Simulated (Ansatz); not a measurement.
This run works on a proposed trial structure, not on a known crystal.

Input and command of a plane-wave DFT calculation in Ansatz:

```yaml
crystal:
  lattice:
    - [-4.1373862646, 4.1373862646, 4.1652505372]
    - [4.1373862646, -4.1373862646, 4.1652505372]
    - [4.1373862646, 4.1373862646, -4.1652505372]
  atoms:
    - { symbol: Ti, position: [0.8010558773, 0.5441868074, 0.9069032828] }
    - { symbol: Ti, position: [0.6372835246, 0.8941525945, 0.0930967172] }
    - { symbol: Ti, position: [0.2941868074, 0.0510558773, 0.4069032828] }
    - { symbol: Ti, position: [0.1058474055, 0.1989441227, 0.7431309301] }
    - { symbol: Ti, position: [0.6441525945, 0.8872835246, 0.5930967172] }
    - { symbol: Ti, position: [0.9489441227, 0.3558474055, 0.2431309301] }
    - { symbol: Ti, position: [0.1127164754, 0.7058131926, 0.7568690699] }
    - { symbol: Ti, position: [0.4558131926, 0.3627164754, 0.2568690699] }
    - { symbol: Bi, position: [0.2591898591, 0.625, 0.1341898591] }
    - { symbol: Bi, position: [0.375, 0.5091898591, 0.6341898591] }
    - { symbol: Bi, position: [0.4908101409, 0.125, 0.8658101409] }
    - { symbol: Bi, position: [0.875, 0.7408101409, 0.3658101409] }
    - { symbol: Te, position: [0.75, 0.25, 0.5] }
    - { symbol: Te, position: [0.0, 0.0, 0.0] }
basis:
  ecutwfc: 420
kpoints:
  mp_grid: { grid: [6, 6, 6] }
hamiltonian:
  xc: pbe
scf:
  occupations: { method: gaussian, width: 0.1 }
output:
  forces: true
  stress: true
  eigenvalues: true
relax:
  adjacent_minimum: "off"
  f_tol: 0.01
  max_steps: 30
  cell: { stress_tol: 0.1, fix: [volume] }
```

```bash
ansatz run input.yaml --threads 1 --pin off --max-ram 2560MiB --backend cpu --events-out ev --progress --plain --runs-dir out
```

Processor: Intel(R) Xeon(R) Processor @ 2.50GHz (Skylake/Cascade Lake), 1 thread, on a host shared with other jobs.

Question: Estimate time, memory and problem size.

Answer: About 13 min, peak memory 1 GiB. It solves 113 bands at 30 k points (after reduction by symmetry) with about 5481 plane waves, in 31 SCF iterations over 4 ionic steps.
